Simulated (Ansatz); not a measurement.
Total density of states per atom from the program Ansatz at the PBEsol level (PAW), in 0.25 eV bins, energy from the Fermi level:

| E (eV) | states/eV/atom |
|---|---|
| -7.85 | 0.20 |
| -7.60 | 0.23 |
| -7.35 | 0.29 |
| -7.10 | 0.47 |
| -6.85 | 0.40 |
| -6.60 | 0.45 |
| -6.35 | 0.61 |
| -6.10 | 0.30 |
| -5.85 | 0.25 |
| -5.60 | 0.50 |
| -5.35 | 0.98 |
| -5.10 | 1.46 |
| -4.85 | 1.51 |
| -4.60 | 1.46 |
| -4.35 | 1.47 |
| -4.10 | 1.44 |
| -3.85 | 1.36 |
| -3.60 | 0.95 |
| -3.35 | 1.01 |
| -3.10 | 1.76 |
| -2.85 | 1.65 |
| -2.60 | 1.41 |
| -2.35 | 1.40 |
| -2.10 | 0.63 |
| -1.85 | 0.48 |
| -1.60 | 0.38 |
| -1.35 | 0.33 |
| -1.10 | 0.34 |
| -0.85 | 0.33 |
| -0.60 | 0.34 |
| -0.35 | 0.34 |
| -0.10 | 0.35 |
| 0.15 | 0.42 |
| 0.40 | 0.33 |
| 0.65 | 0.26 |
| 0.90 | 0.30 |
| 1.15 | 0.32 |
| 1.40 | 0.27 |
| 1.65 | 0.26 |
| 1.90 | 0.25 |
| 2.15 | 0.32 |
| 2.40 | 0.38 |
| 2.65 | 0.43 |
| 2.90 | 0.38 |
| 3.15 | 0.31 |
| 3.40 | 0.27 |
| 3.65 | 0.30 |
| 3.90 | 0.32 |
| 4.15 | 0.32 |
| 4.40 | 0.44 |
| 4.65 | 0.51 |

Task: Which of these materials gives this?
A. AlPd, Cmcm (Al on 4c, Pd on 4c)
B. Al, hcp (Mg type)
C. AlBO3, R-3c (Al on 6b, B on 6a, O on 18e)
D. Sc2AlC, P6_3/mmc (Sc on 4f, Al on 2d, C on 2a)

Result: A, AlPd, Cmcm (Al on 4c, Pd on 4c). Within 0.5 eV of the Fermi level: Al 3p 55 %, Pd 4d 27 %, Al 3s 9 %, outside the projected shells 7 %. Projections are on Löwdin-orthogonalised atomic valence shells; empty p or d shells of many metals are not among them.

The start of the workflow was typed in or built on a structure type; neither database checked (COD, Materials Project) lists it. Its standing as an ambient phase is unchecked. The cell was relaxed with PBEsol under the symmetry of its start; its stability against distortions is not shown here. No spin polarisation was allowed. Spin–orbit coupling is left out wherever it is not named.

Potentials: the later of the program's two PAW sets.
